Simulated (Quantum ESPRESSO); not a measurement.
Band energies of HgTl

```xyz
2
Lattice="3.8446 0.0000 0.0000 0.0000 3.8446 0.0000 0.0000 0.0000 3.8446" Properties=species:S:1:pos:R:3 pbc="T T T"
Hg     0.0000     0.0000     0.0000
Tl     1.9223     1.9223     1.9223
```

norm-conserving PBEsol (Quantum ESPRESSO, 66 Ry, scalar-relativistic); path ΓXMΓRX,MR; energies in eV from the Fermi level.

| k (1/Å) | point | band 12 | band 13 | band 14 | band 15 | band 16 | band 17 | band 18 | band 19 |
|---|---|---|---|---|---|---|---|---|---|
| 0.00 | Γ | -6.93 | -6.53 | -6.53 | -6.53 | 0.00 | 2.27 | 2.27 | 2.27 |
| 0.23 |  | -6.89 | -6.58 | -6.58 | -6.54 | -1.19 | 2.61 | 2.61 | 2.73 |
| 0.47 |  | -6.79 | -6.69 | -6.69 | -6.56 | -3.17 | 3.40 | 3.57 | 3.57 |
| 0.82 | X | -6.87 | -6.78 | -6.78 | -6.57 | -5.20 | 4.90 | 5.11 | 5.53 |
| 1.05 |  | -6.84 | -6.75 | -6.58 | -6.20 | -5.03 | 2.66 | 3.19 | 5.62 |
| 1.40 |  | -6.65 | -6.61 | -6.46 | -4.83 | -3.92 | -0.82 | -0.39 | 5.98 |
| 1.63 | M | -6.62 | -6.62 | -6.37 | -4.06 | -2.78 | -2.02 | -2.02 | 6.10 |
| 1.95 |  | -6.66 | -6.60 | -6.52 | -5.65 | -3.15 | -1.44 | 1.08 | 5.50 |
| 2.16 |  | -6.68 | -6.68 | -6.58 | -6.55 | -2.73 | -0.53 | 3.90 | 4.38 |
| 2.37 |  | -6.82 | -6.66 | -6.64 | -6.56 | -1.96 | 0.61 | 3.30 | 4.83 |
| 2.68 |  | -6.93 | -6.55 | -6.54 | -6.54 | -0.28 | 2.12 | 2.33 | 2.60 |
| 2.79 | Γ | -6.93 | -6.53 | -6.53 | -6.53 | 0.00 | 2.27 | 2.27 | 2.27 |
| 2.89 |  | -6.93 | -6.55 | -6.54 | -6.54 | -0.26 | 2.19 | 2.19 | 2.64 |
| 3.19 |  | -6.86 | -6.64 | -6.60 | -6.60 | -1.70 | 1.43 | 1.43 | 5.77 |
| 3.40 |  | -6.78 | -6.68 | -6.68 | -6.50 | -2.33 | 0.89 | 0.89 | 5.00 |
| 3.70 |  | -6.88 | -6.55 | -6.55 | -5.19 | -2.76 | 0.54 | 0.54 | 1.90 |
| 3.90 |  | -6.99 | -6.44 | -6.44 | -4.28 | -2.45 | 0.74 | 0.74 | 0.75 |
| 4.21 | R | -7.07 | -6.36 | -6.36 | -4.09 | -1.71 | 1.54 | 1.54 | 1.54 |
| 4.40 |  | -7.02 | -6.41 | -6.38 | -4.11 | -2.03 | 0.54 | 0.64 | 1.68 |
| 4.59 |  | -6.90 | -6.52 | -6.43 | -4.35 | -2.94 | 0.14 | 0.59 | 2.11 |
| 4.88 |  | -6.75 | -6.75 | -6.56 | -5.29 | -4.36 | 1.16 | 1.75 | 3.28 |
| 5.07 |  | -6.83 | -6.81 | -6.59 | -6.00 | -4.93 | 2.53 | 3.06 | 4.32 |
| 5.36 | X | -6.87 | -6.78 | -6.78 | -6.57 | -5.20 | 4.90 | 5.11 | 5.53 |
| 5.36 | M | -6.62 | -6.62 | -6.37 | -4.06 | -2.78 | -2.02 | -2.02 | 6.10 |
| 5.45 |  | -6.63 | -6.63 | -6.37 | -4.06 | -2.76 | -1.97 | -1.97 | 5.83 |
| 5.72 |  | -6.83 | -6.62 | -6.37 | -4.08 | -2.49 | -1.14 | -1.14 | 3.65 |
| 5.91 |  | -6.97 | -6.47 | -6.37 | -4.09 | -2.13 | -0.17 | -0.17 | 2.36 |
| 6.18 | R | -7.07 | -6.36 | -6.36 | -4.09 | -1.71 | 1.54 | 1.54 | 1.54 |

A metal at this level: along this path bands 17, 18 cross the Fermi level.

Spin-orbit coupling is left out; for elements this heavy it splits bands near the Fermi level.

Geometry of the Materials Project entry, not relaxed at this level.
